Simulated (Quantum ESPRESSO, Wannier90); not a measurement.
# Wannierisation of BeTe (zinc blende)

```
begin unit_cell_cart
ang
    0.0000000000    2.8314600000    2.8314600000
    2.8314600000    0.0000000000    2.8314600000
    2.8314600000    2.8314600000    0.0000000000
end unit_cell_cart
begin atoms_frac
Be   0.0000000000  0.0000000000  0.0000000000
Te   0.2500000000  0.2500000000  0.2500000000
end atoms_frac
```

Cell from Materials Project (mp-252), symmetrised, no further relaxation. COD (Crystallography Open Database) has an entry of this formula and space group (matched by these alone). Computed values, not measurements, from PBEsol: Quantum ESPRESSO (norm-conserving PseudoDojo potentials, cutoff 71 Ry, no spin polarisation, no spin-orbit coupling) on a Γ-centred 8×8×8 mesh, then Wannier90. Density: 10×10×10 mesh, cold smearing 0.01 Ry. Spin-orbit coupling is left out although heavy elements are present.

Functional, cutoff and mesh named above are those of the base row (PBEsol); the first column says what each row takes instead. Model: 8 functions from bands 7-21, start hydrogen-like Be: s;p; Te: s;p, disentangled but not localised (num_iter = 0), frozen window tied to the conduction edge or Fermi level of each row, as listed, which moves Ω_I and hoppings a little by itself. Energies are relative to the valence-band maximum; the misfit is to pw.x on a path, for states up to 2.9 eV relative to the valence-band maximum. The functional changes, each with its own PseudoDojo files and their cutoffs, on the same cell. The disentangled Ω_I can sit in another minimum from row to row.

| functional | frozen to (eV) | Ω_I (Å²) | rms misfit (meV) | gap (eV) | bottom of band 7 (eV) | on-site Be1 pz minus Be1 s (eV) | hopping modulus Te2 s – Be1 s, R = 0 0 0 (eV) | hopping modulus Te2 s – Be1 px, R = 0 0 1 (eV) | hopping modulus Te2 pz – Be1 px, R = 1 0 0 (eV) |
|---|---|---|---|---|---|---|---|---|---|
| LDA | 3.43 | 11.43 | 12 | 1.93 | -12.24 | 2.43 | 1.678 | 1.387 | 1.280 |
| PBE | 3.53 | 11.80 | 15 | 2.03 | -12.19 | 2.55 | 1.689 | 1.400 | 1.278 |
| PBEsol | 3.41 | 11.53 | 11 | 1.91 | -12.23 | 2.50 | 1.688 | 1.396 | 1.285 |
